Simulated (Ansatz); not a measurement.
**Is this IrRh₂ structure a true minimum?**

The cell was found from a structure generator's guess, not taken from experiment.

The calculation used Ansatz, DFT PBE, scalar-relativistic, plane waves, PAW. Settings: cutoff 420 eV, Γ-centred mesh 18×18×4 on the computed 6-atom cell, Gaussian smearing of 0.10 eV; no spin polarisation.

The cell below (6 atoms, space group P-6m2 (No. 187)) is relaxed within its symmetry.

```yaml
crystal:
  lattice:
    - [2.73143, 0.00000, 0.00000]
    - [-1.36572, 2.36549, 0.00000]
    - [0.00000, 0.00000, 13.22571]
  atoms:
    - { symbol: Ir, position: [0.66667, 0.33333, 0.33271] }
    - { symbol: Ir, position: [0.66667, 0.33333, 0.66730] }
    - { symbol: Rh, position: [0.66667, 0.33333, 0.00000] }
    - { symbol: Rh, position: [0.33333, 0.66667, 0.83318] }
    - { symbol: Rh, position: [0.33333, 0.66667, 0.16682] }
    - { symbol: Rh, position: [0.33333, 0.66667, 0.50000] }
```

For the test a repeat of it with 12 atoms (edges 2.73, 4.73, 13.23 Å) was strained at random (σ = 1.5 % a component), the atoms were moved at random (σ = 0.15 Å), and all was relaxed again on a coarse 8×6×2 mesh (in the run’s order of axes) with 0.20 eV smearing, with no symmetry imposed.

Spin–orbit coupling, which can matter for Ir, is left out.

**Question.** Is the structure stable against such a distortion?

**Answer.** It returns, within 1 meV/atom of the unmoved cell on that mesh and with the same symmetry when read at 0.1 Å (Cm at 0.01 Å, so small strains and shifts remain). No instability shows in this cell; modes of other wave vectors, which need another repeat, aren't tested.
